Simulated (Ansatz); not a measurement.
TiHg (L1₀ or tetragonal B2, space group No. 123) under volume change, LDA (plane waves, PAW; program Ansatz), shape and atoms relaxed at each volume.

```csv
V (Å³/atom),E − E(relaxed) (meV/atom),P (GPa)
15.713,71.4,16.14
16.231,29.8,9.79
16.749,7.0,4.47
17.267,0.0,-0.01
17.785,6.3,-3.76
18.304,23.7,-6.92
18.822,50.4,-9.55
```

Q: What does a third-order Birch–Murnaghan fit give for V₀, B₀ and B′?

A: V₀ = 17.27 Å³/atom, B₀ = 136 GPa, B′ = 4.8.

Space group P4/mmm (L1₀ or tetragonal B2). The workflow started from an entry of the Crystallography Open Database (COD). Whether it is the stable phase at ambient conditions was not checked. Symmetry was held in the LDA relaxation; of distortions, only those at the zone centre were tested. No spin polarisation was allowed. Spin–orbit coupling is left out wherever it is not named.

Potentials: the later of the program's two PAW sets.
